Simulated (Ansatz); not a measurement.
Trial structure of MgCd3Se4, not yet relaxed:

```xyz
8
Lattice="4.1491 0.0000 0.0000 0.0000 4.1491 0.0000 0.0000 0.0000 11.7353" Properties=species:S:1:pos:R:3 pbc="T T T"
Mg    0.0000    0.0000    5.8677
Cd    0.0000    0.0000    0.0000
Cd    2.0745    2.0745    2.9338
Cd    2.0745    2.0745    8.8015
Se    0.0000    0.0000    2.9338
Se    2.0745    2.0745    5.8677
Se    0.0000    0.0000    8.8015
Se    2.0745    2.0745    0.0000
```

The calculation used DFT PBE, scalar-relativistic, plane waves, PAW (Ansatz). Plane waves to 420 eV, a k mesh through Γ of 4×4×2 on the computed 8-atom cell and Gaussian smearing (0.10 eV); no spin polarisation.

Energies over the elements count from the elements' standard structures at the same level, with no fitted energy shifts.

Q: What does a single point on this coarse mesh give?

A: The pressure is -4.4 GPa (the mean over three directions, positive in compression), the largest force is 0.16 eV/Å, and the energy is −0.62 eV/atom against the elements. The shortest distance is 2.93 Å.

Q: How much does it gain on relaxing, and where does it end?

A: Relaxing gains under 0.1 eV/atom (the start's value is from the coarse mesh, so the gain is rough) in 9 ionic steps and ends at −0.66 eV/atom on the finer mesh. The symmetry stays P4/mmm (No. 123). The volume per atom shrinks by 8.8 %, from 25.3 to 23.0 Å³. The shortest distance goes from 2.93 Å (Cd–Se and Mg–Se) to 2.79 Å (Mg–Se). Conventional cell: a = 4.021 Å, c = 11.393 Å. Around Mg lie 6 Se at 2.79–2.84 Å; around Cd on a site of symmetry 4/mmm lie 6 Se at 2.84–2.91 Å; Se on a site of symmetry 4mm is surrounded by 1 Mg at 2.79 Å and 5 Cd at 2.84–2.91 Å; 3 more sites not described.

The last run used a 10×10×4 mesh (in the run's order of axes) for its 8-atom cell and Gaussian smearing of 0.10 eV. The reference form of Se is held partly by dispersion forces, which this level lacks. The relaxation can't lower the symmetry of the start. Symmetry constrained the relaxation, so the result can be a saddle point. Another cell of MgCd3Se4 relaxed alike, in P-43m, lies 123 meV/atom lower, so this cell isn't the stable form at this level.
